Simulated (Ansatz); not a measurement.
CuI (zinc blende, F-43m), a = b = c = 5.939 Å, α = β = γ = 90.00°; the cell used has 2 atoms.

Relaxed with PBEsol. Plane-wave PAW PBEsol (Ansatz code) gives a gap of 1.17 eV.

Problem. What gap does HSE06 give on the same cell (Ansatz, PAW)?

Solution. 2.76 eV, 1.58 eV more. The hybrid was solved on a coarser mesh and at special points; the gap given is the minimum over both.

```tsv
k	v1 PBEsol	c1 PBEsol	v1 HSE06	c1 HSE06
Γ	0.00	1.17	0.00	2.76
X	-1.74	2.47	…	…
L	-0.82	2.11	…	…
W	-1.48	4.55	…	…
K	-1.45	2.95	…	…
```

Problem. Top valence (v1) and lowest conduction level (c1) in eV from each method's valence maximum (which need not be a listed point): supply the withheld HSE06 values.

Solution. 
- X, v1 HSE06: -2.19
- X, c1 HSE06: 3.72
- L, v1 HSE06: -0.94
- L, c1 HSE06: 3.62
- W, v1 HSE06: -1.92
- W, c1 HSE06: 5.86
- K, v1 HSE06: -1.79
- K, c1 HSE06: 4.29

Cost on shared cores: the PBEsol run (SCF on a 8×8×8 mesh, then bands and DOS) about 13 core-seconds (a rough figure), the HSE06 run (SCF on 6×6×6, then a few points) roughly 60 core-seconds; the tasks are unlike.

Symmetry was held in the PBEsol relaxation. The run is not spin-polarised. Spin–orbit coupling is left out wherever it is not named.

Potentials: the earlier of the program's two PAW sets. The files were generated under PBE; for other functionals the program regenerates the frozen cores, and for LDA and PBEsol the local potential too.
